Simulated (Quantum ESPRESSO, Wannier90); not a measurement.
**Sn (diamond), plane waves to Wannier functions**

Structure: Materials Project mp-117, symmetrised, not relaxed again. COD (Crystallography Open Database) has the formula in 5 space groups, this one among them (matched by group alone). Method: PBEsol plane waves in Quantum ESPRESSO 7.5 (PseudoDojo norm-conserving files, 58 Ry, no spin polarisation, no spin-orbit coupling), Bloch states on a 8×8×8 mesh through Γ, Wannier90 4.0.1. Density: 12×12×12 mesh, cold smearing 0.01 Ry. Spin-orbit coupling is left out although heavy elements are present.

```
begin unit_cell_cart
ang
    0.0000000000    3.2849850000    3.2849850000
    3.2849850000    0.0000000000    3.2849850000
    3.2849850000    3.2849850000    0.0000000000
end unit_cell_cart
mp_grid = 8 8 8
```

Which shells of neighbouring k-points and which b-vectors and weights does Wannier90 pick for this cell and mesh?


```
 *---------------------------------- K-MESH ----------------------------------*
 +----------------------------------------------------------------------------+
 |                    Distance to Nearest-Neighbour Shells                    |
 |                    ------------------------------------                    |
 |          Shell             Distance (Ang^-1)          Multiplicity         |
 |          -----             -----------------          ------------         |
 |             1                   0.207056                      8            |
 |             2                   0.239087                      6            |
 |             3                   0.338120                     12            |
 |             4                   0.396481                     24            |
 |             5                   0.414111                      8            |
 |             6                   0.478175                      6            |
 |             7                   0.521079                     24            |
 |             8                   0.534615                     24            |
       ... (lines left out)
 +----------------------------------------------------------------------------+
 | The b-vectors are chosen automatically                                     |
 | The following shells are used:                       1                     |
 +----------------------------------------------------------------------------+
 |                        Shell   # Nearest-Neighbours                        |
 |                        -----   --------------------                        |
 |                          1               8                                 |
 +----------------------------------------------------------------------------+
 | Completeness relation is fully satisfied [Eq. (B1), PRB 56, 12847 (1997)]  |
 +----------------------------------------------------------------------------+
 |                  b_k Vectors (Ang^-1) and Weights (Ang^2)                  |
 |                  ----------------------------------------                  |
 |            No.         b_k(x)      b_k(y)      b_k(z)        w_b           |
 |            ---        --------------------------------     --------        |
 |             1         0.119544    0.119544   -0.119544     8.746958        |
 |             2         0.119544   -0.119544    0.119544     8.746958        |
 |             3        -0.119544    0.119544    0.119544     8.746958        |
 |             4         0.119544    0.119544    0.119544     8.746958        |
 |             5        -0.119544   -0.119544    0.119544     8.746958        |
 |             6        -0.119544    0.119544   -0.119544     8.746958        |
 |             7         0.119544   -0.119544   -0.119544     8.746958        |
 |             8        -0.119544   -0.119544   -0.119544     8.746958        |
```
